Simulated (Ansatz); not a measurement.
**Zn: relaxation of cell and atoms**

Theory: Ansatz 0.2.0, DFT, PBEsol, PAW with Ansatz's default frozen-core files, scalar-relativistic.

Command: `ansatz run input.yaml --threads 1 --pin off --max-ram 2048MiB --backend cpu --events-out ev --progress --plain --runs-dir out` The run took about 10 s on 1 thread of a shared machine.

```yaml
crystal:
  lattice:
    - [0.0, 1.964776, 1.964776]
    - [1.964776, 0.0, 1.964776]
    - [1.964776, 1.964776, 0.0]
  atoms:
    - { symbol: Zn, position: [0.0, 0.0, 0.0] }
kpoints:
  mp_grid: { grid: [14, 14, 14] }
scf:
  occupations: { method: fermi_dirac, width: 0.05 }
hamiltonian:
  xc: pbesol
  pseudopotentials: { kind: paw }
output:
  forces: true
  stress: true
  efg: { contact_densities: true }
relax:
  f_tol: 0.005
  max_steps: 80
  cell: {}
```

Structure from Materials Project entry mp-2646972 (possibly hypothetical).

The cutoff is 420 eV; energies and pressures of the walk include the program's estimate of the Pulay term. The PAW files were made with PBE; their cores are remade for this functional.

Each frame lists the cell vectors (Å), then Cartesian positions (Å); symmetry keeps all forces zero. Free energies count from the first step, -3280.8706 eV.

The walk took 5 evaluations in all; steps that aren't listed are left out.

Step 1: E = 0.0 meV, P = -4.92 GPa

```
cell 0.0000 1.9648 1.9648 1.9648 0.0000 1.9648 1.9648 1.9648 0.0000
Zn    0.0000    0.0000    0.0000
```

Step 2: E = -15.4 meV, P = -1.34 GPa

```
cell 0.0000 1.9323 1.9323 1.9323 0.0000 1.9323 1.9323 1.9323 0.0000
Zn    0.0000    0.0000    0.0000
```

Q: How does the relaxation end?

A: It converges, with a = 3.844 Å, b = 3.844 Å, c = 3.844 Å, α = 90.00°, β = 90.00°, γ = 90.00° (conventional cell, space group Fm-3m). The last solve (on a basis chosen afresh for the final cell, so its energy is not quite comparable) gives E = -16.0 meV, P = -0.04 GPa:
```
cell 0.0000 1.9222 1.9222 1.9222 0.0000 1.9222 1.9222 1.9222 0.0000
Zn    0.0000    0.0000    0.0000
```
